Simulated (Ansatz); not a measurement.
TePb:
```xyz
2
Lattice="0.0000 3.6422 3.6422 3.6422 0.0000 3.6422 3.6422 3.6422 0.0000" Properties=species:S:1:pos:R:3 pbc="T T T"
Te     5.4633     5.4633     5.4633
Pb     0.0000     0.0000     0.0000
```

Relaxed with r²SCAN. Special points in fractions of this cell's reciprocal vectors: Γ (0.000, 0.000, 0.000); X (0.500, 0.000, 0.500); U (0.625, 0.250, 0.625); K (0.375, 0.375, 0.750); L (0.500, 0.500, 0.500); W (0.500, 0.250, 0.750).

**Question.** List the band energies nearest the valence-band maximum at these points for r²SCAN (plane waves, PAW; program Ansatz).

**Answer.** In eV from the valence-band maximum; about four levels below and three above (degenerate sets whole), none deeper than 8.9 eV; points with the same levels are listed once.

| k | below | above |
|---|---|---|
| Γ | -6.29 -1.56 -1.56 -1.56 | 1.71 1.71 1.71 |
| X | -8.62 -2.82 -2.82 -0.62 | 0.75 4.71 4.71 |
| U | -8.55 -3.21 -2.62 -0.41 | 1.74 3.84 3.96 |
| L | -8.07 -2.13 -2.13 -1.96 | 2.55 2.55 4.00 |
| W | -8.61 -3.07 -3.00 0.00 | 2.13 2.85 3.94 |

Space group F-43m (zinc blende). A made-up cell: these elements were put on the sites of a structure type; neither database checked (COD, Materials Project) lists it. It is not the phase usual at ambient conditions (space group No. 225). Symmetry was held in the r²SCAN relaxation. At this level the phase is mechanically unstable. Scalar-relativistic: spin–orbit coupling is off unless named, which matters more the heavier the elements.

Potentials: the later of the program's two PAW sets.
